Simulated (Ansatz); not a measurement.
## Density of states of Y₂C

```cif
data_structure
_symmetry_space_group_name_H-M 'R-3m:H'
_symmetry_Int_Tables_number 166
_cell_length_a 3.6248
_cell_length_b 3.6248
_cell_length_c 17.9640
_cell_angle_alpha 90.000
_cell_angle_beta 90.000
_cell_angle_gamma 120.000
_cell_volume 204.41
loop_
_atom_site_label
_atom_site_type_symbol
_atom_site_symmetry_multiplicity
_atom_site_Wyckoff_symbol
_atom_site_fract_x
_atom_site_fract_y
_atom_site_fract_z
_atom_site_occupancy
Y1 Y 6 c 0.00000 0.00000 0.25793 1
C1 C 3 a 0.00000 0.00000 0.00000 1
```

The runs use the primitive cell with vectors (1.812, 1.046, 5.988), (-1.812, 1.046, 5.988), (0.000, -2.093, 5.988) Å, to which the k mesh refers.

The cell comes from COD entry 1531888, which wasn't checked; take it as a given geometry.

The calculation used Ansatz 0.2.0, DFT, PBEsol, all-electron LAPW, scalar-relativistic.

Sampling and basis: a Γ-centred 11×11×11 k mesh, Fermi–Dirac smearing of 0.05 eV, basis error target 1 meV/atom, no spin polarisation.

Q: Which of the resolved shells contributes most within 0.3 eV of the Fermi level?

A: Y 4d, with 76 % of all states there; Y 5s follows with 8 %.

Q: Where is the centre of the filled Y 4d states between -14 eV and the top of the filled states?

A: -2.00 eV from the Fermi level.

Q: Tabulate the density of states.

A: States per eV and cell, averaged over 0.4 eV, from -9.0 to 3.2 eV, with energies (bin centres) from the Fermi level; empty bins are left out. The partial columns, the largest 4 alone, are projections on Löwdin-orthogonalised atomic shells (those that the program's projection atoms carry: the occupied ones and, for some elements, an empty d or f shell; other empty shells have no column), summed over atoms of an element. Weights on diffuse s and p shells depend on that basis and aren't pure angular character.
```
E (eV)  total  Y 4d  C 2p  Y 5s  C 2s
  -8.9   0.94  0.07  0.00  0.28  0.54
  -8.5   4.06  0.96  0.01  0.32  2.59
  -3.7   0.15  0.03  0.04  0.07  0.00
  -3.3   0.55  0.16  0.17  0.19  0.00
  -2.9   2.36  0.86  0.87  0.53  0.02
  -2.5   2.05  0.71  0.90  0.34  0.02
  -2.1   1.76  0.61  0.81  0.26  0.03
  -1.7   2.44  0.84  1.31  0.19  0.01
  -1.3   5.47  2.10  3.19  0.04  0.00
  -0.9   0.67  0.25  0.28  0.08  0.02
  -0.5   2.21  1.16  0.44  0.44  0.03
  -0.1   3.05  2.24  0.24  0.29  0.05
   0.3   2.08  1.81  0.09  0.08  0.02
   0.7   1.39  1.26  0.05  0.03  0.00
   1.1   2.85  2.35  0.16  0.17  0.02
   1.5   2.12  1.74  0.15  0.07  0.01
   1.9   1.26  1.11  0.07  0.02  0.00
   2.3   1.81  1.62  0.09  0.03  0.00
   2.7   1.93  1.64  0.14  0.07  0.01
   3.1   1.82  1.49  0.18  0.06  0.02
```
